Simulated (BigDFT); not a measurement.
BigDFT run on Ga(H)(SiH3)2 (GaH7Si2): self-consistent single point.

Method: BLYP, Daubechies wavelet basis, HGH (Krack) norm-conserving potentials made for PBE, isolated boundary conditions run with BigDFT.

```xyz
10

Ga    -0.3741    -0.2747    -0.2821
H     -1.5494    -1.1208    -1.1147
Si    -0.5058     2.0606    -0.9465
H      0.5624     2.4540    -1.8939
H     -0.3610     2.9767     0.2115
H     -1.7882     2.4122    -1.5917
Si     0.7968    -1.8537     1.1457
H      1.3604    -1.2044     2.3550
H      1.9430    -2.5148     0.4820
H     -0.0840    -2.9351     1.6346
```

Reference input (self-consistent single point, DFT, LDA (Teter-Pade), Daubechies wavelet basis, HGH (Krack) norm-conserving potentials made for LDA, isolated boundary conditions): basis = Daubechies wavelets; dft.hgrids = 0.33 bohr; dft.rmult = 5 8; dft.ixc = 1; potentials = built-in HGH-K LDA; boundary_conditions = free; dft.gnrm_cv = 1e-04; dft.itermax = 80; dft.idsx = 6; dft.nrepmax = 3. This run's input differs from it in these lines:

```diff
@@ -4,3 +4,3 @@
   rmult: [5, 8]
-  ixc: 1
+  ixc: -106131
   gnrm_cv: 1e-04
@@ -9,2 +9,5 @@
   nrepmax: 3
+psppar.Ga: {Pseudopotential XC: 11}
+psppar.H: {Pseudopotential XC: 11}
+psppar.Si: {Pseudopotential XC: 11}
 # file: posinp.xyz
```

Output, abridged:

```
  #------------------------------------------------------------------- Self-Consistent Cycle
 Ground State Optimization:
 - Hamiltonian Optimization: &itrp001
   - Subspace Optimization: &itrep001-01
       Wavefunctions Iterations:
 iter:  1, EKS: -1.38491821107466855E+01, gnrm:  1.40E-01, D: -1.23E+00,
 iter:  2, EKS: -1.39898147008933211E+01, gnrm:  6.54E-02, D: -1.41E-01,
 iter:  3, EKS: -1.40325845135103773E+01, gnrm:  3.58E-02, D: -4.28E-02,
 iter:  4, EKS: -1.40418184684554550E+01, gnrm:  1.59E-02, D: -9.23E-03,
 iter:  5, EKS: -1.40440560771012919E+01, gnrm:  8.39E-03, D: -2.24E-03,
 iter:  6, EKS: -1.40443789750583150E+01, gnrm:  2.89E-03, D: -3.23E-04,
 iter:  7, EKS: -1.40444564851555498E+01, gnrm:  1.55E-03, D: -7.75E-05,
 iter:  8, EKS: -1.40444683647773143E+01, gnrm:  7.28E-04, D: -1.19E-05,
 iter:  9, EKS: -1.40444717628677456E+01, gnrm:  3.83E-04, D: -3.40E-06,
 iter:  10, EKS: -1.40444727692710600E+01, gnrm:  1.77E-04, D: -1.01E-06,
 iter:  11, EKS: -1.40444730883987852E+01, gnrm:  1.18E-04, D: -3.19E-07,
 iter:  12, EKS: -1.40444731636418183E+01, gnrm:  5.58E-05, D: -7.52E-08,
       -  &FINAL001  { #---------------------------------------------------------- iter: 13
 iter:  13, EKS: -1.40444731815908312E+01, gnrm:  5.58E-05, D: -1.79E-08,  #FINAL
        #Eigenvalues and New Occupation Numbers
       Orbitals: [
 Last Iteration                        : *FINAL001
  #---------------------------------------------------------------------- Forces Calculation
 Total electronic charge               :  17.999999994162
 Electric Dipole Moment (AU):
   P vector                            :  [  1.62127E-01,  1.072889E-01,  8.542092E-02 ]
   norm(P)                             :  2.12350693E-01
 Electric Dipole Moment (Debye):
   P vector                            :  [  4.120858E-01,  2.727012E-01,  2.171183E-01 ]
   norm(P)                             :  5.39741573E-01
  #-------------------------------- Warnings obtained during the run, check their relevance!
 WARNINGS:
   [... lines left out ...]
 BigDFT infocode                       :  0
   [... lines left out ...]
 -  {Si: [ 4.954534954554E-03,  6.090580846215E-03,  6.411749603373E-03]} # 0007
 -  {H: [ 3.329427190209E-04,  9.307660521594E-04,  7.663868126259E-04]} # 0008
 -  {H: [ 4.779124978513E-04,  5.812188993432E-04, -4.342963317070E-03]} # 0009
 -  {H: [-3.984374543948E-03, -1.786795643338E-04, -1.713100486888E-03]} # 0010
 Energy (Hartree)                      : -1.40444731815908312E+01
 Force Norm (Hartree/Bohr)             :  3.85736229331879385E-02
```

The run converged in 13 iterations. Against the reference run the largest force goes from 1.441 to 1.521 eV/Å.

The grid can part forces that symmetry would make equal. Forces above 1 eV/Å remain at this geometry. The potentials were made for another functional than the one used. The geometry comes from a cheaper method or was typed, in some cases with atoms then moved at random; it is not relaxed at this level, and the species need not be a known compound. A coarse multiplier of 5 or less cuts the tails of heavy atoms' orbitals, which raises levels.

These are the values that this program gave, and no reference: the built-in potentials of some of these elements keep semicore shells in the core, which can shift energies, forces and lattice constants.

Cost on one core: very roughly 100 core-seconds.
